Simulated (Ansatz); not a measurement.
An Ansatz (a quantum-chemistry and plane-wave program) run. Input:

Ansatz 0.2 input:
```yaml
crystal:
  lattice:
    - [1.964775401, -7.2405043726, 0.0]
    - [1.964775401, 7.2405043726, 0.0]
    - [0.0, 0.0, 5.6053951532]
  atoms:
    - { symbol: Sr, position: [0.340217845, 0.659782155, 0.0393024352] }
    - { symbol: Sr, position: [0.659782155, 0.340217845, 0.5393024352] }
    - { symbol: Mg, position: [0.9160253599, 0.0839746401, 0.5949071243] }
    - { symbol: Mg, position: [0.0839746401, 0.9160253599, 0.0949071243] }
    - { symbol: F, position: [0.8385950258, 0.1614049742, 0.3082184641] }
    - { symbol: F, position: [0.1614049742, 0.8385950258, 0.8082184641] }
    - { symbol: F, position: [0.0352479155, 0.9647520845, 0.4336902447] }
    - { symbol: F, position: [0.9647520845, 0.0352479155, 0.9336902447] }
    - { symbol: F, position: [0.7978761065, 0.2021238935, 0.7872358845] }
    - { symbol: F, position: [0.2021238935, 0.7978761065, 0.2872358845] }
    - { symbol: F, position: [0.414205522, 0.585794478, 0.6196358472] }
    - { symbol: F, position: [0.585794478, 0.414205522, 0.1196358472] }
kpoints:
  mp_grid: { grid: [7, 7, 5] }
hamiltonian:
  xc: pbesol
  pseudopotentials: { kind: paw }
scf:
  occupations: { method: fixed }
elastic: { mode: relaxed_ion, stencil: two_point, amplitude: 0.005, f_tol: 0.0005 }
output: { polarization: {} }
```

Output (shortened):

```
Pseudopotentials: kind: paw
Pseudopotential: Sr, paw, valence charge 10
Pseudopotential: Mg, paw, valence charge 10
Pseudopotential: F, paw, valence charge 7
Functional definition: PBEsol
Crystal: 12 atoms, lattice volume = 159.484 Å³
Basis set: ecut = 420 eV, 3149 PW (Γ), exchange–correlation on 108×108×80 points (8 copies of the dense FFT grid, shifted against one another)
Bands: 60, of which v1, the nominal top of the filled ones, is band 48 counted from 1 (47 counted from 0)
Symmetry: 4 space group operations
Space group: Cmc21 (ITA 36), of the structure as read, at distance tolerance 5.4e-5 Å
k-points: 48 of 245 (time reversal used)
PAW frozen core: Sr, regenerated for the run's functional, and the local potential with it
PAW frozen core: Mg, regenerated for the run's functional, and the local potential with it
PAW frozen core: F, regenerated for the run's functional, and the local potential with it
Initial wavefunctions: pseudopotential atomic-orbital guess
Eigensolver: davidson
Functional: x = pbesol(κ = 0.804, μ = 0.12345679012345678), c = pbesol(β = 0.046)
all-band conjugate gradients solve this SCF's bands
SCF 1 converged in 14 iterations: F = -17234.350578 eV  dr2 = 7.88e-15
relax step   1: F+E_penalty+E_count = -17234.35057806 eV  Δ(F+E_penalty+E_count) = +0.000e0 eV  max|allowed force component| = 6.742e-4 eV/Å  Δτ_max = 0.0000 Å  (14 SCF iters, accepted)
Crystal: 12 atoms, lattice volume = 159.484 Å³
Initial density: handed on by an earlier stage of this run
Initial wavefunctions: pseudopotential atomic-orbital guess (no wavefunctions were taken with the density)
SCF 2 converged in 10 iterations: F = -17234.350578 eV  dr2 = 6.40e-14
relax step   2: F+E_penalty+E_count = -17234.35057812 eV  Δ(F+E_penalty+E_count) = -6.052e-8 eV  max|allowed force component| = 4.195e-4 eV/Å  Δτ_max = 0.0001 Å  (10 SCF iters, accepted)
Crystal: 12 atoms, lattice volume = 159.484 Å³
SCF 3 converged in 12 iterations: F = -17234.350578 eV  dr2 = 8.33e-15
Crystal: 12 atoms, lattice volume = 158.687 Å³
Basis set: ecut = 420 eV, 3141 PW (Γ), exchange–correlation on 108×108×80 points (8 copies of the dense FFT grid, shifted against one another)
SCF 4 converged in 15 iterations: F = -17234.348345 eV  dr2 = 7.36e-15
relax step   1: F+E_penalty+E_count = -17234.34834540 eV  Δ(F+E_penalty+E_count) = +0.000e0 eV  max|allowed force component| = 1.203e-2 eV/Å  Δτ_max = 0.0000 Å  (15 SCF iters, accepted)
density extrapolation: transplant  |δρ|_rms = 6.128e-2 e/Å³  SAD shift = 5.856e-3 e/Å³
Crystal: 12 atoms, lattice volume = 158.687 Å³
[...]
  E_local      = -9210.513964  (includes V_loc(G=0)·N_el)
  E_nonlocal   = 1188.761694
  E_hartree    = 3259.368283
  E_xc         = -1036.184105
  E_vxc        = -1217.230608  (∫ρ·V_xc dr)
  E_paw        = -7401.090668  (= ΣΔE_a)
  E_vpaw       = -663.037862  (= ΣTr[D̂ρ^β])
  E_aug_tail   = 0.016267  (compensation charges beyond the density's cutoff)
  E_ewald      = -6338.872535
  E_core_change = 0.725960  (= ΣΔE_core)
  E_smearing   =  0.000000  (= −TS)
  E_closure    = 0.000000  (closes the sum)
  Σ components = -17234.350578   (vs F -17234.350578, Δ=0.00e0)
--- Forces (eV/Å), atoms counted from 1 ---
  atom   1  Sr     0.00000000    -0.00017671    -0.00017757
  atom   2  Sr     0.00000000     0.00017671    -0.00017757
  atom   3  Mg     0.00000000     0.00007613    -0.00041423
  atom   4  Mg     0.00000000    -0.00007613    -0.00041423
  atom   5  F      0.00000000     0.00015451     0.00010624
  atom   6  F      0.00000000    -0.00015451     0.00010624
  atom   7  F      0.00000000     0.00009671     0.00041957
  atom   8  F      0.00000000    -0.00009671     0.00041957
  atom   9  F      0.00000000    -0.00001024    -0.00007621
  atom  10  F      0.00000000     0.00001024    -0.00007621
  atom  11  F      0.00000000     0.00005708     0.00014265
  atom  12  F      0.00000000    -0.00005708     0.00014265
  max |Σ_I F_I| component: 8.95e-7 eV/Å
--- Stress (GPa, compression-positive) ---
       -0.000812       0.000000       0.000000
        0.000000       0.002225       0.000000
        0.000000       0.000000      -0.001771
  P = ⅓ Tr σ = -0.0001 GPa (-0.001 kbar)
  The stress holds the Pulay correction. Without it, at fixed plane waves, as pw.x and ABINIT print it: P = -0.6294 GPa
  The stress includes an estimate of the error left by incomplete SCF convergence (largest component  0.0000 GPa; it does not cover the PAW one-centre terms).
--- Band table (eV; the first three rows and the last of 48) ---
  k-point 0: bands = ["-67.1325", "-67.1323", "-34.1031", "-34.0973", "-34.0936", "-34.0894", "-34.0893", "-34.0890", "-27.3100", "-27.2834", "-17.0597", "-16.8442", "-16.5838", "-16.5457", "-16.5041", "-16.3762", "-16.3032", "-16.2590", "-9.3518", "-9.3179", …
  k-point 1: bands = ["-67.1325", "-67.1323", "-34.1028", "-34.0984", "-34.0927", "-34.0896", "-34.0893", "-34.0890", "-27.3073", "-27.2858", "-17.0458", "-16.8775", "-16.5826", "-16.5441", "-16.5017", "-16.4015", "-16.2824", "-16.2418", "-9.3563", "-9.3197", …
  k-point 2: bands = ["-67.1324", "-67.1324", "-34.1018", "-34.1002", "-34.0913", "-34.0903", "-34.0892", "-34.0891", "-27.3004", "-27.2921", "-17.0057", "-16.9445", "-16.5763", "-16.5605", "-16.4765", "-16.4418", "-16.2459", "-16.2289", "-9.3587", "-9.3458", …
  k-point 47: bands = ["-67.1324", "-67.1324", "-34.1018", "-34.1002", "-34.0913", "-34.0903", "-34.0892", "-34.0891", "-27.3002", "-27.2923", "-17.0067", "-16.9356", "-16.6231", "-16.6142", "-16.4112", "-16.3955", "-16.2516", "-16.2397", "-9.3623", …
  band table: 60 of 60 bands, residual norms ≤ 1.0e-3 eV
--- Elastic constants: 6 strain directions × 2 members + reference (group order 4) ---
  dense FFT box of the reference and of every strained cell: 54×54×40
  strains applied: 11, 22, 33, 23, 13, 12; error gains …
  reference relaxed by the batch: 2 steps …
  largest displacement 5.8e-5 Å; the constants are those of the deck's cell at these positions:
  atoms:
    - { symbol: Sr, position: [0.34021389116901, 0.65978610883099, 0.03930451766455724] }
    - { symbol: Sr, position: [0.65978610883099, 0.34021389116901, 0.5393045176645572] }
    - { symbol: Mg, position: [0.9160257307014252, 0.08397426929857466, 0.5949017757917533] }
    - { symbol: Mg, position: [0.08397426929857466, 0.9160257307014252, 0.0949017757917533] }
    - { symbol: F, position: [0.838594152968976, 0.161405847031024, 0.30821491918964233] }
    - { symbol: F, position: [0.161405847031024, 0.838594152968976, 0.8082149191896424] }
    - { symbol: F, position: [0.03524960036347685, 0.9647503996365232, 0.43369033399194556] }
    - { symbol: F, position: [0.9647503996365232, 0.03524960036347685, 0.9336903339919456] }
    - { symbol: F, position: [0.7978794471556954, 0.20212055284430464, 0.7872386577644276] }
    - { symbol: F, position: [0.20212055284430464, 0.7978794471556954, 0.28723865776442753] }
    - { symbol: F, position: [0.414206907386927, 0.585793092613073, 0.619639795597674] }
    - { symbol: F, position: [0.585793092613073, 0.414206907386927, 0.11963979559767407] }
  C = ∂σ_k/∂η_j (tension-positive GPa; Voigt order 11 22 33 23 13 12):
       169.171     37.645     66.272      0.000      0.000      0.000
        37.606     89.667     43.516      0.000      0.000      0.000
        66.285     43.543    107.962      0.000      0.000      0.000
         0.000      0.000      0.000     17.728      0.000      0.000
         0.000      0.000      0.000      0.000     53.625      0.000
         0.000      0.000      0.000      0.000      0.000     30.564
  reference stress σ⁰ (GPa):      0.001     -0.002      0.002      0.000      0.000      0.000
  moduli (Voigt/Reuss/Hill, GPa): K = 73.52/67.15/70.34   G = 35.01/29.49/32.25   E = 83.92   ν = 0.301
  mechanically stable: yes (min eigenvalue of sym C = 17.73 GPa)
  e, the proper piezoelectric tensor (elastic.mode: relaxed_ion; C/m²; rows x y z; Voigt order 11 22 33 23 13 12):
       0.00000    0.00000    0.00000    0.00000    0.08424    0.00000
       0.00000    0.00000    0.00000    1.31540    0.00000    0.00000
       0.00896   -0.00697   -0.36118    0.00000    0.00000    0.00000
  ±, each entry's uncertainty from the finite density of the strings (C/m²), an estimate: the size of the correction for it that the entry includes:
       0.00000    0.00000    0.00000    0.00000    0.00013    0.00000
       0.00000    0.00000    0.00000    0.00133    0.00000    0.00000
       0.00047    0.00026    0.00026    0.00000    0.00000    0.00000
  strain η (Voigt 11):  stress-route row diagonal C_11 = 169.17 GPa, energy-path curvature d²(F+E_count+ΔE)/dδ²/Ω₀ = 168.63 GPa
         δ    σ_11 (GPa)             F (eV)   n_scf  n_hpsi   n_pw
    -5.000e-3      -0.8651      -17234.3484760      10   49127   3141   relax 7 steps, max|allowed force component| 2.14e-4 eV/Å
     5.000e-3       0.8266      -17234.3485373      10   49518   3169   relax 7 steps, max|allowed force component| 2.32e-4 eV/Å
  strain η (Voigt 22):  stress-route row diagonal C_22 = 89.67 GPa, energy-path curvature d²(F+E_count+ΔE)/dδ²/Ω₀ = 89.62 GPa
         δ    σ_22 (GPa)             F (eV)   n_scf  n_hpsi   n_pw
    -5.000e-3      -0.4557      -17234.3493892      10   50164   3141   relax 7 steps, max|allowed force component| 1.30e-4 eV/Å
     5.000e-3       0.4410      -17234.3493278      10   48613   3165   relax 7 steps, max|allowed force component| 2.14e-4 eV/Å
  strain η (Voigt 33):  stress-route row diagonal C_33 = 107.96 GPa, energy-path curvature d²(F+E_count+ΔE)/dδ²/Ω₀ = 107.97 GPa
         δ    σ_33 (GPa)             F (eV)   n_scf  n_hpsi   n_pw
    -5.000e-3      -0.5414      -17234.3491871      10   49440   3136   relax 7 steps, max|allowed force component| 2.81e-4 eV/Å
     5.000e-3       0.5382      -17234.3491435      10   48903   3161   relax 7 steps, max|allowed force component| 1.89e-4 eV/Å
  strain η (Voigt 23):  stress-route row diagonal C_44 = 17.73 GPa, energy-path curvature d²(F+E_count+ΔE)/dδ²/Ω₀ = 17.69 GPa
         δ    σ_23 (GPa)             F (eV)   n_scf  n_hpsi   n_pw
    -5.000e-3      -0.0886      -17234.3502529      10   73700   3151   relax 6 steps, max|allowed force component| 3.37e-4 eV/Å
     5.000e-3       0.0886      -17234.3502529      10   73674   3151   relax 6 steps, max|allowed force component| 3.37e-4 eV/Å
  strain η (Voigt 13):  stress-route row diagonal C_55 = 53.62 GPa, energy-path curvature d²(F+E_count+ΔE)/dδ²/Ω₀ = 53.65 GPa
         δ    σ_13 (GPa)             F (eV)   n_scf  n_hpsi   n_pw
    -5.000e-3      -0.2681      -17234.3498530      10   74082   3149   relax 6 steps, max|allowed force component| 4.09e-5 eV/Å
     5.000e-3       0.2681      -17234.3498530      10   74098   3149   relax 6 steps, max|allowed force component| 4.08e-5 eV/Å
  strain η (Voigt 12):  stress-route row diagonal C_66 = 30.56 GPa, energy-path curvature d²(F+E_count+ΔE)/dδ²/Ω₀ = 30.57 GPa
         δ    σ_12 (GPa)             F (eV)   n_scf  n_hpsi   n_pw
    -5.000e-3      -0.1528      -17234.3501745      10   77412   3146   relax 4 steps, max|allowed force component| 4.05e-4 eV/Å
     5.000e-3       0.1528      -17234.3501745      10   77421   3146   relax 4 steps, max|allowed force component| 4.05e-4 eV/Å
--- Formal polarisation (Berry phase): one branch of a lattice of values; only differences between neighbouring runs are physical ---
  axis  mesh            electronic          ionic      p = total  spread (rad)  least overlap  resolved gap  δp at fixed H ≤   (phases in cycles; p mod 1 …
  b1    7×7×5           0.00000000    48.00000000    48.00000000      0.000256         0.9799        6.8409           1.3e-5
  b2    7×7×5           0.00000000    48.00000000    48.00000000      0.000256         0.9799        6.8409           1.3e-5
  b3    7×7×5          -0.53080236    42.76709776    42.23629540      0.003074         0.9821        6.8409           9.2e-6
  quantum along a1:   0.04704130 e/Å² =    75.368473 µC/cm²
  quantum along a2:   0.04704130 e/Å² =    75.368473 µC/cm²
  quantum along a3:   0.03514700 e/Å² =    56.311704 µC/cm²
  P = (  1.18267709,   0.00000000,   1.48447911) e/Å² = ( 1894.857597,     0.000000,  2378.397745) µC/cm²  (mod the quanta)
```

Cost: around 110 core-minutes (rough) on shared cores.

Space group Cmc2_1. The first step of the workflow began from a Materials Project structure, measured or hypothetical; the Crystallography Open Database files this formula in space group No. 36, but the cells were not matched. Its standing as an ambient phase is unchecked. The PBEsol relaxation kept the symmetry of its start; of distortions, only those at the zone centre were tested. Scalar-relativistic: spin–orbit coupling is off unless named, which matters more the heavier the elements.

Potentials: the later of the program's two PAW sets.

Ansatz is a plane-wave DFT program.
